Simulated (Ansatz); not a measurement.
Consider a crystal of ZnPdC₄N₄ in space group P-43m (No. 215), with Zn on 1a; Pd on 1b; C on 4e; N on 4e. The cell of ZnPdC₄N₄ is invented: two interpenetrating cyanide-bridged diamond nets.

Level of theory: DFT PBE, scalar-relativistic, plane waves, PAW in Ansatz. Cutoff 420 eV, Γ-centred mesh, Gaussian smearing, collinear spin.

The zero of energy is the elements' standard structures at the same level (N₂ as a molecule); no fitted shifts are applied.

Q: Give the relaxed lattice parameters and positions.

A:

Space group P-43m (No. 215). a = 6.079 Å, b = 6.079 Å, c = 6.079 Å, α = 90.00°, β = 90.00°, γ = 90.00°
| atom | site | symmetry | x | y | z |
| --- | --- | --- | --- | --- | --- |
| Zn | 1a | -43m | 0.0000 | 0.0000 | 0.0000 |
| Pd | 1b | -43m | 0.5000 | 0.5000 | 0.5000 |
| C | 4e | .3m | 0.1906 | 0.1906 | 0.1906 |
| N | 4e | .3m | 0.3014 | 0.3014 | 0.3014 |

Around Zn lie 4 C at 2.01 Å; around Pd lie 4 N at 2.09 Å; C is surrounded by 1 N at 1.17 Å and 1 Zn at 2.01 Å; around N lie 1 C at 1.17 Å and 1 Pd at 2.09 Å. Another local minimum with the same sites may exist.

Q: Where does its energy lie, and is it a metal?

A: The energy over the elements is +0.64 eV/atom, the gap on the 6×6×6 mesh of the 10-atom cell is 0 eV (a metal) and the net moment per atom is 0.20 μB. The moment by site is Pd 1.1 μB. A positive value: parting into the elements would lower its energy.

The last run used collinear spin and Gaussian smearing of 0.10 eV. The reference form of C is held partly by dispersion forces, which this level lacks. The magnetic state reached may not be the lowest. A structure relaxed within its symmetry needn't be a true minimum. Site moments count only spheres around the atoms; the net moment includes the space between them.
